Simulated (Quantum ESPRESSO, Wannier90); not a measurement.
# Wannierisation of Hf (P6/mmm, model phase)

Materials Project entry mp-1009460; symmetrised, unrelaxed at this level. This isn't the element's usual structure (hcp); take it as a model of another phase. Level: LDA, no spin polarisation, no spin-orbit coupling; pw.x of Quantum ESPRESSO at 47 Ry with PseudoDojo potentials, 6×6×8 k-points, Wannier90. Density: 12×12×14 mesh, cold smearing 0.01 Ry. Spin-orbit coupling is left out although heavy elements are present.

```
begin unit_cell_cart
ang
    4.9623300684    0.0000000000    0.0000000000
   -2.4811650342    4.2975039012    0.0000000000
    0.0000000000    0.0000000000    3.0862300000
end unit_cell_cart
mp_grid = 6 6 8
```

Question: Which shells of neighbouring k-points and which b-vectors and weights does Wannier90 pick for this cell and mesh?

Answer: 
```
 *---------------------------------- K-MESH ----------------------------------*
 +----------------------------------------------------------------------------+
 |                    Distance to Nearest-Neighbour Shells                    |
 |                    ------------------------------------                    |
 |          Shell             Distance (Ang^-1)          Multiplicity         |
 |          -----             -----------------          ------------         |
 |             1                   0.243676                      6            |
 |             2                   0.254485                      2            |
 |             3                   0.352336                     12            |
 |             4                   0.422059                      6            |
 |             5                   0.487352                      6            |
 |             6                   0.492845                     12            |
 |             7                   0.508969                      2            |
 |             8                   0.549794                     12            |
       ... (lines left out)
 +----------------------------------------------------------------------------+
 | The b-vectors are chosen automatically                                     |
 | The following shells are used:                       1,  2                 |
 +----------------------------------------------------------------------------+
 |                        Shell   # Nearest-Neighbours                        |
 |                        -----   --------------------                        |
 |                          1               6                                 |
 |                          2               2                                 |
 +----------------------------------------------------------------------------+
 | Completeness relation is fully satisfied [Eq. (B1), PRB 56, 12847 (1997)]  |
 +----------------------------------------------------------------------------+
 |                  b_k Vectors (Ang^-1) and Weights (Ang^2)                  |
 |                  ----------------------------------------                  |
 |            No.         b_k(x)      b_k(y)      b_k(z)        w_b           |
 |            ---        --------------------------------     --------        |
 |             1         0.000000    0.243676    0.000000     5.613763        |
 |             2         0.211029    0.121838    0.000000     5.613763        |
 |             3         0.000000   -0.243676    0.000000     5.613763        |
 |             4         0.211029   -0.121838    0.000000     5.613763        |
 |             5        -0.211029   -0.121838    0.000000     5.613763        |
 |             6        -0.211029    0.121838    0.000000     5.613763        |
 |             7         0.000000    0.000000    0.254485     7.720525        |
 |             8         0.000000    0.000000   -0.254485     7.720525        |
```
